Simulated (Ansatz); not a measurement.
Relaxed candidate structures of Rh:

**A**
```xyz
1
Lattice="0.0000 1.8900 1.8900 1.8900 0.0000 1.8900 1.8900 1.8900 0.0000" Properties=species:S:1:pos:R:3 pbc="T T T"
Rh     1.8900     1.8900     1.8900
```

**B**
```
Rh
1.0
    0.00000     2.25626     4.76526
    1.32280     0.00000     4.76526
    1.32280     2.25626     0.00000
Rh
2
Cartesian
  1.32280   2.25626   1.22232
  1.32280   2.25626   8.30820
```

**C**
```xyz
2
Lattice="-1.3247 1.3247 4.2261 1.3247 -1.3247 4.2261 1.3247 1.3247 -4.2261" Properties=species:S:1:pos:R:3 pbc="T T T"
Rh     0.0000     0.0000     7.2495
Rh     0.0000     0.0000     1.2027
```

**D**
```
CELL_PARAMETERS angstrom
      4.20084     0.00000     0.00000
     -2.10042     3.63803     0.00000
      0.00000     0.00000     2.45229
ATOMIC_POSITIONS crystal
  Rh 0.33333 0.66667 0.00000
  Rh 0.66667 0.33333 0.00000
```

**E**
```cif
data_Rh
_chemical_formula_sum 'Rh1'
_space_group_name_H-M_alt 'P 1'
_space_group_IT_number 1
_cell_length_a 2.49912
_cell_length_b 2.49912
_cell_length_c 2.49912
_cell_angle_alpha 90.000
_cell_angle_beta 90.000
_cell_angle_gamma 90.000
loop_
_space_group_symop_operation_xyz
  'x, y, z'
loop_
_atom_site_label
_atom_site_type_symbol
_atom_site_fract_x
_atom_site_fract_y
_atom_site_fract_z
_atom_site_occupancy
Rh1 Rh 0.50000 0.50000 0.50000 1
```

Q: Order them by energy per atom (lowest first) at the level PBEsol (plane waves to 420 eV, PAW, scalar-relativistic; Ansatz, an electronic-structure program).

A: A (reference, the lowest among the structures calculated here), B (+0.33 eV/atom), C (+0.40 eV/atom), E (+0.89 eV/atom), D (+1.13 eV/atom)

Probably no minimum, since a slightly shaken restart fell lower: Fmmm, oF8 (by 0.14 eV/atom, to R-3m); Pm-3m, cP1, AFLOW prototype A_cP1_221_a (A_h) (by 0.89 eV/atom, to Fm-3m). Each run could gain symmetry but not lose that of its start, so entries can be saddle points. From databases, or of a type measured for this composition: Fm-3m, cF4, fcc (Cu type); the others are generated cells (placed on structure types, drawn at random, substituted or restacked) that were not matched to a known phase here. Energies are at zero temperature and pressure, without zero-point motion. No spin polarisation in the result.
